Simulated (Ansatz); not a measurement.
## BaRu$_{2}$As$_{2}$: a fit and a missing row

BaRu$_{2}$As$_{2}$, I4/mmm, a = 4.142 Å, c = 12.059 Å. The structure is a Materials Project entry; whether it is the stable form wasn't checked. Ansatz: PBEsol, PAW, 420 eV, Γ-centred 12×12×12 mesh on 5 atoms, Gaussian smearing 0.10 eV; no spin polarisation. Shape and atoms are relaxed at each volume; pressure is positive in compression.

```tsv
V (Å³/atom)	P (GPa)
19.450	5.62
20.071	2.60
20.692	0.00
21.313	-2.23
21.934	?
```

Problem. Take V0 = 20.692 Å³/atom, fit the third-order Birch–Murnaghan form to the other rows, and predict the missing pressure.

Solution. With the Eulerian strain f = ½[(V0/V)^(2/3) − 1] and y = P/[3f(1 + 2f)^(5/2)], the form is the line y = B0 + 1.5 B0 (B0′ − 4) f. Rows (f, y): 0.02107, 80.2; 0.01026, 80.3; -0.00976, 80.0. Means f = 0.007190, y = 80.167; Σ(Δf)² = 0.0004894, ΣΔfΔy = 0.003697; the slope is their ratio. y = 80.11 + 7.554 f GPa, so B0 = 80.1 GPa and B0′ = 4 + 2 × (7.554)/(3 × 80.11) = 4.06. At V = 21.934, f = -0.01906, y = 79.97 and P = -4.15 GPa. The run gave -4.11 GPa, so the fit is 0.04 GPa too low, a small miss on the scale of the series. The form still works here, 33 % of the fitted range beyond its end.